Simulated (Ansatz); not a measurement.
MgS (rock salt, Fm-3m), the program Ansatz at the PBE level (PAW). The conduction-band minimum lies at X, with 3 equivalent valleys. Second derivatives d²E/dk² of the lowest band at one valley (eV·Å²), along Cartesian directions:

```
direction  d²E/dk²
---------  -------
[100]        14.54
[010]        26.04
[001]        26.04
[110]        20.29
[101]        20.29
[011]        26.01
```

Task: Find the principal effective masses, the density-of-states mass and the conductivity mass.

Result: Off-diagonal terms follow from H_xy = H[110] − (H_xx + H_yy)/2, and m*/mₑ = 7.620 eV·Å² over each eigenvalue: 0.29, 0.29, 0.52. One valley's DOS mass (m₁m₂m₃)^(1/3) = 0.36, conductivity mass 3/(Σ 1/mᵢ) = 0.34 mₑ.

Task: What effective density of states Nc follows at 300 K for parabolic valleys?

Result: Nc = 2.509e19 × 3 × (0.36)^(3/2) ≈ 1.6e19 cm⁻³.

Task: With the computed static dielectric constant 16.4 (mean of the diagonal), estimate a hydrogenic donor's binding energy and radius.

Result: E = 13.606 eV × 0.34/16.4² ≈ 17 meV; a = 0.529 Å × ε/m* ≈ 26 Å. Semilocal masses tend to be too small where the gap is.

Task: With ε∞ = 5.41 and ω_LO = 389 cm⁻¹, what Fröhlich coupling constant follows?

Result: α = (1/ε∞ − 1/ε0) √(m* × 13.606 eV/ħω_LO) = 1.2.

The cell was relaxed with PBE under the symmetry of its start; phonons on a q-mesh show no instability.

Potentials: the later of the program's two PAW sets.
